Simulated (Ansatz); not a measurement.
**Br: frozen-core PAW against all-electron methods**

```xyz
4
Lattice="3.3350 -2.2400 0.0000 3.3350 2.2400 0.0000 0.0000 0.0000 8.7200" Properties=species:S:1:pos:R:3 pbc="T T T"
Br    3.3350    1.6352    0.9592
Br    3.3350   -0.6048    3.4008
Br    3.3350   -1.6352    7.7608
Br    3.3350    0.6048    5.3192
```

Atoms are numbered in the order listed.

Conventional cell: a = 6.670 Å, b = 4.480 Å, c = 8.720 Å, α = 90.00°, β = 90.00°, γ = 90.00°. Br (atom 1) is surrounded by 1 Br at 2.27 Å.

The geometry is COD entry 9008594, unchecked; take it as a test cell.

Methods: DFT, PBE, PAW with Ansatz's default frozen-core files, scalar-relativistic (Ansatz 0.2.0); DFT, PBE, all-electron LAPW, scalar-relativistic (Ansatz 0.2.0).

For PAW: a Γ-centred 7×7×3 k mesh, Fermi–Dirac smearing of 0.01 eV, cutoff 420 eV, no spin polarisation. LAPW targets a basis error of 1 meV/atom. The Ansatz runs share mesh, smearing and spin set-up. Plane-wave (PAW) pressures include the program's estimate of the Pulay term.

Stress and pressure are positive in compression.

Levels count from the top of the valence band.

PAW results:

```csv
quantity,PAW
pressure (GPa),2.87
stress xx (GPa),1.56
stress yy (GPa),2.27
stress zz (GPa),4.79
"force on Br1, z (eV/Å)",1.050
band gap (eV),1.844
highest filled level at G0 (eV),-0.509
lowest empty level at G0 (eV),2.282
highest filled level at Δ0 (eV),-0.108
lowest empty level at Δ0 (eV),2.163
highest filled level at Γ (eV),-0.034
lowest empty level at Γ (eV),1.862
```

Q: What does all-electron LAPW give for the same quantities?

A: 
```
                       quantity    LAPW
                 pressure (GPa)    2.88
                stress xx (GPa)    1.57
                stress yy (GPa)    2.28
                stress zz (GPa)    4.80
         force on Br1, z (eV/Å)   1.047
                  band gap (eV)   1.852
highest filled level at G0 (eV)  -0.508
  lowest empty level at G0 (eV)   2.288
highest filled level at Δ0 (eV)  -0.108
  lowest empty level at Δ0 (eV)   2.169
 highest filled level at Γ (eV)  -0.034
   lowest empty level at Γ (eV)   1.871
```
